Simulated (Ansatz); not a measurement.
Cu3Au, first-principles data

Cu₃Au:
```
CELL_PARAMETERS angstrom
      3.79229     5.35836     0.00000
     -3.79229     5.35836     0.00000
     -3.77491     0.00000     5.36766
ATOMIC_POSITIONS crystal
  Cu 0.37181 0.13644 0.73754
  Cu 0.61043 0.13226 0.49495
  Cu 0.61249 0.38751 0.73571
  Au 0.86430 0.86430 0.00000
  Cu 0.38751 0.61249 0.26429
  Cu 0.62418 0.62418 0.00000
  Cu 0.62819 0.86356 0.26246
  Cu 0.86774 0.38957 0.49495
  Cu 0.86356 0.62819 0.73754
  Cu 0.13226 0.61043 0.50505
  Au 0.14050 0.85950 0.75369
  Cu 0.37582 0.37582 0.00000
  Au 0.85950 0.14050 0.24631
  Au 0.13570 0.13570 0.00000
  Cu 0.13644 0.37181 0.26246
  Cu 0.38957 0.86774 0.50505
```

Space group C2/m (No. 12); conventional cell a = 7.585 Å, b = 10.717 Å, c = 6.562 Å, α = 90.00°, β = 125.12°, γ = 90.00°.

Method: PBE (plane waves, PAW; program Ansatz). Structure relaxed to zero pressure with the same functional. Other levels are named where they apply.

**Cell and energy**

```yaml
volume_per_atom: 13.63 Å³
density: 11.80 g/cm³
Formation energy from the elements (no fitted shifts): -0.006 eV/atom
```

**Electronic structure**

```yaml
electronic_character: metallic (no gap)
Density of states at the Fermi level: 0.31 states/eV per atom (mean over ±0.08 eV)
```

The start of the workflow was typed in or built on a structure type; neither database checked (COD, Materials Project) lists it. It is not the phase usual at ambient conditions (space group No. 221). Symmetry was held in the PBE relaxation; whether a distortion lowers the energy is not shown. The run is not spin-polarised. Axis ratios of metals converge slowly with the k-mesh, so a and c are less sure than the volume. The references are the lowest solids computed at this level, not always the standard phases. Spin–orbit coupling is left out wherever it is not named.

Potentials: the earlier of the program's two PAW sets.
